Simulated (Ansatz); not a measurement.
In2O3, first-principles data

In2O3:
```
In2O3
1.0
    3.41782     0.00000     0.00000
   -1.70891     2.95992     0.00000
    0.00000     0.00000     6.05424
In O
2 3
Direct
  0.66667   0.33333   0.76230
  0.33333   0.66667   0.23770
  0.66667   0.33333   0.34633
  0.33333   0.66667   0.65367
  0.00000   0.00000   0.00000
```

Space group P-3m1 (No. 164), La2O3 or Ni2Al3 type; conventional cell a = b = 3.4178 Å, c = 6.0542 Å, α = β = 90.00°, γ = 120.00°.

Method: DFT-r²SCAN+D4 in the program Ansatz with PAW potentials. The cell and atoms are relaxed at this level. Other levels are named where they apply.

Cell and energy:

```yaml
volume_per_atom: 12.25 Å³
density: 7.53 g/cm³
Formation energy from the elements (no fitted shifts): -1.69 eV/atom
```

Electronic structure:

```yaml
band_gap: 1.34 eV (smallest direct gap 1.37 eV)
valence_band_maximum: off the standard path, at k = (0.000, 0.250, -0.214) in fractions of the reciprocal vectors
conduction_band_minimum: at Γ
electron_effective_mass: 0.15, 0.18, 0.18 mₑ (principal values)
Electron effective mass with spin–orbit coupling: 0.15, 0.18, 0.18 mₑ (principal values)
hole_effective_mass: 0.61, 3.1, 4.9 mₑ (principal values)
Hole effective mass with spin–orbit coupling: 0.61, 3.1, 4.9 mₑ (principal values)
HSE06 gap on the r²SCAN+D4 cell: 2.21 eV
Gap with spin–orbit coupling: 1.34 eV
```

Mechanics:

```yaml
Elastic constants (relaxed ions, GPa): C11 = 279, C12 = 182, C13 = 124, C14 = 60.2, C33 = 144, C44 = 67.3
mechanical_stability: unstable (C has a negative eigenvalue)
```

Charges:

```yaml
bader_charges: In +1.94, O -1.34 to -1.27 e
```

The start of the workflow was typed in or built on a structure type; neither database checked (COD, Materials Project) lists it. It is not the phase usual at ambient conditions (space group No. 206). The cell was relaxed with r²SCAN+D4 under the symmetry of its start. The volume moved by -25 % from the start of the relaxation. The references are the lowest solids computed at this level, not always the standard phases (solids in place of the gases). Spin–orbit coupling is left out wherever it is not named.

Potentials: the earlier of the program's two PAW sets.
